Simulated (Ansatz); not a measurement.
Pressure against volume: TaN

```
CELL_PARAMETERS angstrom
5.19600 0.00000 0.00000
-2.59800 4.49987 0.00000
0.00000 0.00000 2.91100
ATOMIC_POSITIONS crystal
Ta 0.33333 0.66667 0.50000
Ta 0.66667 0.33333 0.50000
Ta 0.00000 0.00000 0.00000
N 0.39285 0.00000 0.00000
N 0.60715 0.60715 0.00000
N 0.00000 0.39285 0.00000
```

The cell comes from COD entry 2106407, which wasn't checked; take it as a given geometry.

No spin–orbit coupling, which matters for the heavy atoms here.

All numbers are computed: DFT, PBEsol, all-electron LAPW, scalar-relativistic (Ansatz 0.2.0); DFT, PBEsol, PAW with Ansatz's default frozen-core files, scalar-relativistic (Ansatz 0.2.0).

For LAPW: a Γ-centred 6×6×9 k mesh, Fermi–Dirac smearing of 0.01 eV, basis error target 1 meV/atom, no spin polarisation. PAW takes a cutoff of 420 eV at this cell (files made with PBE, cores remade for this functional). The Ansatz runs share mesh, smearing and spin set-up. Plane-wave (PAW) pressures include the program's estimate of the Pulay term.

The cell above is scaled evenly, with fractional coordinates and shape held.

Estimate the equilibrium volume and bulk modulus that full-potential LAPW gives for this fixed shape.

V0 = 11.21 Å³/atom, B0 = 332 GPa, B0′ = 4.2, from a third-order Birch–Murnaghan fit to these pressures:
```tsv
V/V(cell)	V (Å³/atom)	P, LAPW (GPa)	P, PAW (GPa)	free energy over the lowest listed, PAW (meV/atom)
0.9400	10.663	18.50	18.76	30.8
0.9600	10.890	10.27	10.43	10.2
0.9800	11.117	2.87	2.95	0.8
0.9900	11.230	-0.55	-0.51	0.0
1.0000	11.344	-3.79	-3.78	1.5
1.0100	11.457	-6.87	-6.89	5.3
1.0200	11.571	-9.79	-9.83	11.2
1.0400	11.798	-15.17	-15.27	29.1
1.0600	12.024	-20.02	-20.16	54.2
```

PAW's V0 lies 0.01 % from the all-electron value and its B0 1.0 %. With shape and internal coordinates held, B0 is an upper bound to the relaxed modulus.
